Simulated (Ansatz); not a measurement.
# Relaxation of Ge

Theory: DFT r2SCAN, scalar-relativistic, plane waves, PAW in Ansatz. Run with 500 eV cutoff, 12×12×6 k-mesh, Gaussian smearing of 0.01 eV, no spin polarisation.

What was changed: biaxial strain in the a-b plane, c and atoms relaxed: +1.5 %.

Command:

```bash
ansatz run input.yaml --threads 1 --pin off --max-ram 2560MiB --backend cpu --events-out ev --progress --plain --runs-dir out
```

Input:

```yaml
crystal:
  lattice:
    - [4.0555834325, 0.0, 0.0]
    - [-2.0277917162, 3.5122382797, 0.0]
    - [0.0, 0.0, 6.5432865584]
  atoms:
    - { symbol: Ge, position: [0.6666666667, 0.3333333333, 0.0629814339] }
    - { symbol: Ge, position: [0.3333333333, 0.6666666667, 0.5629814339] }
    - { symbol: Ge, position: [0.6666666667, 0.3333333333, 0.4370185661] }
    - { symbol: Ge, position: [0.3333333333, 0.6666666667, 0.9370185661] }
basis:
  ecutwfc: 500
kpoints:
  mp_grid: { grid: [12, 12, 6] }
hamiltonian:
  xc: r2scan
scf:
  occupations: { method: gaussian, width: 0.01 }
output:
  forces: true
  stress: true
  eigenvalues: true
relax:
  adjacent_minimum: "off"
  f_tol: 0.008
  max_steps: 40
  cell: { stress_tol: 0.015, fix: [a, b, gamma] }
```

F is the free energy. Steps run on the plane waves of an earlier cell, but the last one, and at times one on the way, on a freshly chosen basis, so a repeated geometry can differ a little in energy. The held parts of the cell keep their stress, so P needn't end at zero.

Steps:

```csv
step,F − F(1) (eV),largest force component (eV/Å),V (Å³/atom),P (GPa)
1,0.0000,0.220,23.301,-1.32
2,-0.0053,0.015,23.395,-1.61
3,-0.0053,0.006,23.437,-1.73
4,-0.0054,0.001,23.427,-1.70
5,-0.0055,0.001,23.427,-1.70
```

Relaxed structure:

```yaml
crystal:
  lattice:
    - [4.05558, 0.00000, 0.00000]
    - [-2.02779, 3.51224, 0.00000]
    - [0.00000, 0.00000, 6.57872]
  atoms:
    - { symbol: Ge, position: [0.66667, 0.33333, 0.06188] }
    - { symbol: Ge, position: [0.33333, 0.66667, 0.56188] }
    - { symbol: Ge, position: [0.66667, 0.33333, 0.43812] }
    - { symbol: Ge, position: [0.33333, 0.66667, 0.93812] }
```

It takes space group P6_3/mmc (No. 194, hexagonal). Conventional cell: a = 4.056 Å, b = 4.056 Å, c = 6.579 Å, α = 90.00°, β = 90.00°, γ = 120.00°. Ge (site symmetry 3m) has 4 Ge at 2.48 Å as nearest neighbours.

The run converged. The run took 3.6 min on 1 thread of AMD EPYC (Zen 3), on a shared host, peak memory 0.7 GiB.